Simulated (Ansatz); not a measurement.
A geometry of Sn away from equilibrium: step 5 of the relaxation of a relaxed Sn cell, doubled along one cell vector, shaken by Gaussian noise of σ = 0.08 Å a coordinate. Calculation: PBEsol (plane waves to 420 eV, PAW, scalar-relativistic; Ansatz, a program for electronic structure). Γ-centred k-mesh 8×8×4 on the run's cell (coarser than for final values), Fermi–Dirac smearing 0.05 eV. The plane waves were selected for a different cell earlier on the path.

```yaml
crystal:
  lattice:
    - [-2.87494, 2.83459, 2.95620]
    - [2.83566, -2.86783, 2.95017]
    - [5.78325, 5.76904, -5.97889]
  atoms:
    - { symbol: Sn, position: [0.06361, 0.49166, 0.23684] }
    - { symbol: Sn, position: [0.05803, 0.48984, 0.73890] }
    - { symbol: Sn, position: [0.49861, 0.06756, 0.23742] }
    - { symbol: Sn, position: [0.51921, 0.05481, 0.74932] }
    - { symbol: Sn, position: [0.41858, 0.41556, 0.01914] }
    - { symbol: Sn, position: [0.40300, 0.39629, 0.51741] }
```

### Question
Give the Cartesian forces on all atoms (eV/Å).

### Answer
```
atom     Fx     Fy     Fz
----  -----  -----  -----
Sn1   -0.11   0.12   0.32
Sn2   -0.15   0.01   0.28
Sn3    0.05  -0.08   0.06
Sn4    0.06  -0.09   0.17
Sn5    0.08  -0.01  -0.39
Sn6    0.06   0.06  -0.44
```

The path ends in C2/m (No. 12) at a tolerance of 0.01 Å, Immm (No. 71) at 0.1 Å. No spin polarisation in the result.

The end of the path is a generated cell of Sn: the first start was made by a random draw of sites in a space group, and the end was not matched to a known phase here, so it may be hypothetical. Known forms of Sn include space group No. 141, 227.
